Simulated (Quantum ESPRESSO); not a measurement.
# Moving one atom in Ge6NB

These are calculations, not measurements. They come from pw.x of Quantum ESPRESSO 7.5, a plane-wave density functional program, with PseudoDojo standard norm-conserving files (v0.5 for PBE, v0.4.1 for LDA and PBEsol). The cells are made up: elements, strain and atom displacements were drawn at random, and nothing was relaxed. There is no spin polarisation, spin-orbit coupling or dispersion term.

The cell has 8 sites of a zincblende or diamond lattice. Sites 1 to 4 hold Ge Ge Ge Ge; sites 5 to 8 hold N Ge Ge B. Cell vectors in Å: (5.672, -0.021, -0.004); (-0.021, 5.585, 0.025); (-0.004, 0.025, 5.541). Settings: PBE, cutoff 1143 eV, 6 x 6 x 6 k mesh shifted by half a step, Fermi-Dirac smearing of 0.1 eV.

Each run shifts the Ge atom on site 2 along y and leaves all else fixed. Site 7 is one of its nearest neighbours. E is the free energy of the cell above the lowest run shown.

```
run  shift (Å)  Fy on site 2 (eV/Å)  Fy on site 7 (eV/Å)  P (GPa)  E (meV)
  1    -0.1359                1.426               -0.043    -7.17    134.2
  3    -0.0457                0.747                0.257    -7.36     36.0
  4     0.0039                0.364                0.415    -7.41      8.4
  5     0.0293                0.167                0.493    -7.42      1.7
  6     0.0449                0.046                0.541    -7.42      0.0
  7     0.1074               -0.437                0.722    -7.39     12.2
  2    -0.1108                    ?                    ?        ?        ?
```

A rerun of one of these cells at 1437 eV and k mesh 8 x 8 x 8 moved values by no more than 0.005 eV in the cell's energy, 0.02 GPa in stress and 0.005 eV/Å in force.

## Worked fit

A parabola through the six runs shown gives Fy on site 2 = 0.394 - 7.68 u - 0.6 u² eV/Å, with u in Å and a scatter of 0.003 eV/Å. Minus the slope, 7.68 ± 0.07 eV/Å², is this atom's force constant along y at u = 0, with its periodic images moving too. The fitted force vanishes at u = 0.051 Å, where the energy should be lowest along this line. The error is the larger of the fit's own and the change that a cubic makes, rounded up.

## Withheld run

Question: what Fy on site 2 should run 2 give?

The fit gives 1.238 eV/Å. The calculation gave 1.240 eV/Å.

```
run  shift (Å)  Fy on site 2 (eV/Å)  Fy on site 7 (eV/Å)  P (GPa)  E (meV)
  2    -0.1108                1.240                0.042    -7.24    100.8
```